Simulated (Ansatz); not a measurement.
# BaHfRe3B: relaxed-ion elastic tensor

These are results of DFT PBE, scalar-relativistic, plane waves, PAW in Ansatz, not measurements. Cutoff 420 eV, 8×8×6 k-points (Γ-centred), Gaussian smearing of 0.10 eV. No spin polarisation.

Relaxed structure:
```xyz
6
Lattice="4.2492 0.0000 0.0000 0.0000 4.2492 0.0000 0.0000 0.0000 6.4490" Properties=species:S:1:pos:R:3 pbc="T T T"
Ba    0.0000    0.0000    3.4750
Hf    2.1246    2.1246    1.7539
Re    0.0000    2.1246    6.3535
Re    2.1246    0.0000    6.3535
Re    2.1246    2.1246    4.9147
B     0.0000    0.0000    0.4330
```

The structure comes from a generated guess, relaxed at this level; another structure or a mixture of phases may lie lower. In a metal, frequencies and elastic constants depend on the k mesh and the smearing, soft modes and shear constants most. Spin–orbit coupling is left out, which matters for heavy elements.

Question: Give the relaxed-ion elastic constants (GPa, Voigt order xx yy zz yz xz xy, on the Cartesian axes of the cell above).

Answer:
```
205.1  68.4  82.4   0.0   0.0   0.0
 68.4 205.1  82.4   0.0   0.0   0.0
 82.3  82.3 147.8   0.0   0.0   0.0
  0.0   0.0   0.0  42.6   0.0   0.0
  0.0   0.0   0.0   0.0  42.6   0.0
  0.0   0.0   0.0   0.0   0.0  61.3
```

Question: Is the crystal stable against homogeneous strain?

Answer: Yes: the least eigenvalue of the tensor is 42.6 GPa.

Question: And the moduli of a polycrystal (Hill averages)?

Answer: B = 113 GPa, G = 50 GPa, E = 130 GPa, ν = 0.31.
